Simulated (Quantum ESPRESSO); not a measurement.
Si2GaN3O, convergence and cost over cutoff and k mesh

Simulated, not a measurement. The program is pw.x of Quantum ESPRESSO 7.5 (plane-wave density functional theory). The cell is made up: 7 atoms on a wurtzite lattice with one site empty, with randomly drawn elements, strain and displacements, not relaxed. PseudoDojo standard norm-conserving files (v0.5 for PBE, v0.4.1 for LDA and PBEsol) set the functional; there is no spin polarisation, spin-orbit coupling or dispersion term, and the masses in the input are unused placeholders.

Input of the run in row 4:

```
&control calculation='scf', pseudo_dir='./dojo.nc.sr.pbe.v0_5.standard.upf', outdir='./o', disk_io='medium', tprnfor=.true., tstress=.true. /
&system ibrav=0, nat=7, ntyp=4, nbnd=27, ecutwfc=84.00895049, nosym=.true., tot_charge=0,
 occupations='smearing', smearing='fd', degauss=0.0018374661
/
&electrons conv_thr=7.350e-09, electron_maxstep=60, /
ATOMIC_SPECIES
Ga 1.0 Ga.upf
N 1.0 N.upf
O 1.0 O.upf
Si 1.0 Si.upf
CELL_PARAMETERS angstrom
3.1402 0.0011 -0.0173
0.0019 5.3203 -0.0276
-0.0283 -0.026 5.0401
ATOMIC_POSITIONS angstrom
Si -0.1115 0.0066 0.0722
Ga 1.5703 0.8339 2.4577
Si -0.2436 3.5213 2.5356
N 0.1323 0.0095 1.8395
N 1.5979 2.6245 1.7801
N 1.396 0.8745 4.4243
O -0.0711 3.4276 4.4016
K_POINTS automatic
6 4 4 1 1 1
```

The same cell was run at these settings. Meshes are shifted by half a step, and differences are from the last row, which is itself not exact.

```
cutoff (eV)     k mesh  k points solved  threshold (eV)  free energy less the last row's (eV)  pressure (GPa)  largest stress difference (GPa)  largest force difference (eV/Å)  iterations  wall time (s)  k-point pools              processor
        800  2 x 2 x 2                4           1e-04                                 0.432          -37.21                            26.57                            0.198           9             16              1  AMD EPYC, Zen 5 class
       1143  1 x 1 x 1                1           1e-07                                -2.166          -17.10                             7.50                            2.066          13             16              1  AMD EPYC, Zen 5 class
        721  6 x 4 x 4               48           1e-07                                 4.298          -73.78                            58.48                            0.036          13            108              1  AMD EPYC, Zen 5 class
       1143  6 x 4 x 4               48           1e-07                                -0.001          -15.34                             0.02                            0.002          13            205              1  AMD EPYC, Zen 5 class
       1437  8 x 6 x 6              144           1e-07                                 0.000          -15.35                             0.00                            0.000          13           1027              1  AMD EPYC, Zen 5 class
```

Each pool is one process. Wall times include start-up and a band step at six k points, which weighs most on the coarsest meshes. The runs were on shared virtual cores whose load varied, so times are rough.